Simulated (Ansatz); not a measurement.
# LaSi3Os: La interstitial

Computed with the plane-wave PAW code Ansatz (scalar-relativistic, PAW set soft_2): PBEsol, no spin polarisation, 420 eV cutoff, k-mesh 3×3×3.

The relaxed host crystal (no gap at this level of theory):

```
La Os Si
1.0
    -2.12293    2.12293    4.97770
     2.12293   -2.12293    4.97770
     2.12293    2.12293   -4.97770
La Os Si
1 1 3
Direct
  0.99820 0.99820 0.00000
  0.65463 0.65463 0.00000
  0.41874 0.41874 0.00000
  0.26121 0.76121 0.50000
  0.76121 0.26121 0.50000
```

Supercell of 25 atoms, rows of the matrix [[-1,-2,-2],[-1,1,-1],[2,0,1]] times the cell vectors; La interstitial at (0.000, 0.542, 0.458) in fractions of the cell above. Atoms are relaxed at the host's cell, from a start shaken by 0.05 Å near the defect.

Nearest atoms to the added La: relaxed Si 2.62 Å, Si 2.62 Å, Si 2.81 Å, Os 2.83 Å, Os 2.83 Å, La 2.97 Å, La 2.97 Å.

The largest move of an atom from its ideal place is 2.1 Å, so the cell rearranged and didn't merely relax.

| charge | gap of the cell on the mesh (eV) |
| --- | --- |
| 0 | 0.00 |

Formation energy of the neutral defect: 5.37 eV, taking atoms from and to the elements' standard states (no corrections for gases), so it belongs to those chemical potentials alone.

Caveats: small supercell, so energies and levels can be off by tenths of an eV; one random start near the defect, so other minima are possible.
